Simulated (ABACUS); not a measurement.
Band structure of Ni2Ge (P6_3/mmc, 6 atoms in the cell; from Materials Project mp-1594, lattice scaled a little).

```xyz
6
Lattice="3.9754 0.0000 0.0000 -1.9877 3.4428 0.0000 0.0000 0.0000 5.0184" Properties=species:S:1:pos:R:3 pbc="T T T"
Ni     1.9877     1.1476     1.2546
Ni     0.0000     2.2952     3.7638
Ni     0.0000     0.0000     0.0000
Ni     0.0000     0.0000     2.5092
Ge     1.9877     1.1476     3.7638
Ge     0.0000     2.2952     1.2546
```

All values come from this method and carry its errors: PBEsol, numerical atomic orbitals TZDP (confined pseudo-atomic orbitals; energy shift 0.01 Ry), PseudoDojo 0.4 standard norm-conserving PBEsol (tails mended) pseudopotentials run with ABACUS.

Settings: basis = TZDP numerical atomic orbitals, energy shift 0.01 Ry; KPT = MP 7 7 5 0 0 0; basis_type = lcao; ecutwfc = 100 Ry; smearing_method = fd; smearing_sigma = 0.00734986 Ry; potentials = PseudoDojo 0.4 standard norm-conserving PBEsol (tails mended); symmetry = 1; symmetry_prec = 1e-05; nbands = 62; ks_solver = genelpa; scf_nmax = 100; scf_thr = 1.0e-07; mixing_type = broyden.

The atom-centred basis is finite, which shifts total energies against plane waves. The run has no spin polarisation, so moments on Ni cannot form. Forces and stress are left out: the polarisation orbitals used for some of these elements are too diffuse to give them reliably, and gaps can carry the same lack. The structure comes from a collection of computed structures, made at another level of theory; the collection holds predicted forms beside known ones. Its lattice was then scaled. No clean gap shows at this smearing width and mesh (spacing up to 0.26 Å⁻¹); the mesh is coarse for partly filled bands, so the values carry mesh errors.

Points are given in units of this cell's reciprocal vectors. Levels in eV from the Fermi level, bands 47 to 52:
| point | 47 | 48 | 49 | 50 | 51 | 52 |
|---|---|---|---|---|---|---|
| Γ (0 0 0) | -0.59 | -0.59 | 0.14 | 2.17 | 2.69 | 2.69 |
| M (0.5 0 0) | -1.21 | -1.16 | -0.98 | -0.63 | -0.50 | 0.66 |
| K (0.333 0.333 0) | -1.44 | -1.08 | -1.08 | -0.50 | 0.48 | 0.48 |
| A (0 0 0.5) | -1.13 | -1.13 | 1.36 | 1.36 | 3.18 | 3.18 |
| L (0.5 0 0.5) | -1.18 | -1.18 | -0.84 | -0.84 | 0.87 | 0.87 |
| H (0.333 0.333 0.5) | -1.11 | -1.11 | -1.07 | -1.07 | -0.21 | -0.21 |

4 bands cross the Fermi level along this path, so the cell has no gap at this level.

The Fermi level comes from the SCF mesh, which can miss band crossings, so its place against them is uncertain.

Higher empty bands are left out: an atom-centred basis made for the valence describes them poorly.

The atomic orbitals were generated for these runs; they are not ABACUS's published sets and were checked against plane waves on a few crystals only.

“Tails mended”: in these copies of the files the far tail of each local potential was reset to the Coulomb form.
